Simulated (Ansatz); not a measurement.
Formation energy of LaPb3 in the AuCu3-type structure

Computed with Ansatz (plane waves, PAW, 420 eV cutoff): PBEsol, scalar-relativistic, no spin polarisation, Γ-centred 6×6×6 mesh, 0.05 eV Gaussian smearing; PAW files: Ansatz's generated set soft_2.

The start was a prototype's sites filled with these elements; the Crystallography Open Database holds the compound in this structure.

The structure is cubic, space group Pm-3m (No. 221). Conventional cell: a = 4.880 Å, b = 4.880 Å, c = 4.880 Å, α = 90.00°, β = 90.00°, γ = 90.00°. Around La (site symmetry m-3m) lie 12 Pb at 3.45 Å. Pb (site symmetry 4/mmm) is surrounded by 4 La at 3.45 Å and 8 Pb at 3.45 Å. (Neighbours are counted to 15 % beyond the shortest distance.)

The elements were computed in their standard states with the same datasets, cutoff and functional. Total energies depend on the potentials used, so only differences within one code and one set of settings carry meaning.

Energy of the relaxed cell (4 atoms, smearing extrapolated to zero): -41428.047 eV. Elements, in eV/atom: La -6161.275, Pb -11754.948.

Task: What is the formation energy?

Result: [-41428.047 − (1 × -6161.275 + 3 × -11754.948)] / 4 = -0.48 eV/atom, or -47 kJ per mole of atoms.

The value is for 0 K, without zero-point energy. A negative value shows stability against the elements alone, not against other compounds or structures.

The calculation's cell holds 53 valence electrons, an odd number. Without magnetic order each band takes two, so one stays part-filled and the crystal must be a metal. (Only strong correlation, outside this picture, could make a Mott insulator of it.)

Spin–orbit coupling, which matters for such heavy elements, is left out.
